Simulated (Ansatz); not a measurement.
Trial structure of VInC4N4, not yet relaxed:

```cif
data_structure
_symmetry_space_group_name_H-M 'P-43m'
_symmetry_Int_Tables_number 215
_cell_length_a 5.9865
_cell_length_b 5.9865
_cell_length_c 5.9865
_cell_angle_alpha 90.000
_cell_angle_beta 90.000
_cell_angle_gamma 90.000
_cell_volume 214.55
loop_
_atom_site_label
_atom_site_type_symbol
_atom_site_symmetry_multiplicity
_atom_site_Wyckoff_symbol
_atom_site_fract_x
_atom_site_fract_y
_atom_site_fract_z
_atom_site_occupancy
V1 V 1 a 0.00000 0.00000 0.00000 1
In1 In 1 b 0.50000 0.50000 0.50000 1
C1 C 4 e 0.18488 0.18488 0.18488 1
N1 N 4 e 0.29771 0.29771 0.29771 1
```

The calculation used Ansatz 0.2.0, DFT PBE, scalar-relativistic, plane waves, PAW. Plane waves to 420 eV, a k mesh through Γ of 4×4×4 on the computed 10-atom cell and Gaussian smearing (0.10 eV); collinear spin from starting moments 2.0 0.0 0.0 0.0 0.0 0.0 0.0 0.0 0.0 0.0 μB.

Formation energies are uncorrected and refer to the elements' standard structures at the same level (N₂ as a molecule).

**Question.** What does a single point on this coarse mesh give?

**Answer.** The pressure is 3.9 GPa (it wants to expand), the largest force is 2.27 eV/Å, and the energy is +0.54 eV/atom against the elements. The shortest distance is 1.17 Å.

**Question.** Is it a good guess?

**Answer.** A good one: relaxing gains under 0.03 eV/atom in 8 ionic steps and ends at +0.513 eV/atom on the finer mesh. The symmetry stays P-43m (No. 215). The volume per atom grows by 4.1 %, from 21.5 to 22.3 Å³. The shortest distance goes from 1.17 Å (C–N) to 1.19 Å (C–N). Conventional cell: a = 6.067 Å. V is surrounded by 4 C at 1.99 Å; In is surrounded by 4 N at 2.08 Å; C has 1 N at 1.19 Å and 1 V at 1.99 Å; N is surrounded by 1 C at 1.19 Å and 1 In at 2.08 Å.

The last run used a 6×6×6 mesh for its 10-atom cell and Gaussian smearing of 0.01 eV. The reference form of C is held partly by dispersion forces, which this level lacks. Trial moments died out on the coarse mesh, so the last step has no spin; another magnetic start might hold. The relaxation can't lower the symmetry of the start, and the grade says only how near the guess is to its own end. Symmetry constrained the relaxation, so the result can be a saddle point.
